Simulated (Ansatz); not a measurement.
# How far is PAW off for ZrB2?

```yaml
crystal:
  lattice:
    - [3.22830, 0.00000, 0.00000]
    - [-1.61415, 2.79579, 0.00000]
    - [0.00000, 0.00000, 3.52000]
  atoms:
    - { symbol: Zr, position: [0.00000, 0.00000, 0.00000] }
    - { symbol: B, position: [0.33333, 0.66667, 0.50000] }
    - { symbol: B, position: [0.66667, 0.33333, 0.50000] }
```

Atom numbers follow the list: Zr1, B2, B3.

The cell comes from COD entry 1510856, which wasn't checked; take it as a given geometry. The listed cell was then made from it by scaling, straining or moving an atom.

All numbers are computed: DFT, LDA, PAW with Ansatz's default frozen-core files, scalar-relativistic (Ansatz 0.2.0); DFT, LDA, all-electron LAPW, scalar-relativistic (Ansatz 0.2.0).

For PAW: a Γ-centred 13×13×10 k mesh, Fermi–Dirac smearing of 0.03 eV, cutoff 420 eV, no spin polarisation; the PAW files were made with PBE, and the program remakes their frozen cores for this functional. LAPW targets a basis error of 1 meV/atom. The Ansatz runs share mesh, smearing and spin set-up. Plane-wave (PAW) pressures include the program's estimate of the Pulay term.

Stress and pressure are positive in compression.

The change that made this cell: equal xx and yy strain of +2 %.

PAW results:

```csv
quantity,PAW
pressure (GPa),-16.00
stress xx (GPa),-18.66
stress zz (GPa),-10.69
```

**Question.** What does LAPW (all electrons) give for the same quantities?

**Answer.** 
```json
{"quantity": "pressure (GPa)", "LAPW": "-16.00"}
{"quantity": "stress xx (GPa)", "LAPW": "-18.68"}
{"quantity": "stress zz (GPa)", "LAPW": "-10.65"}
```
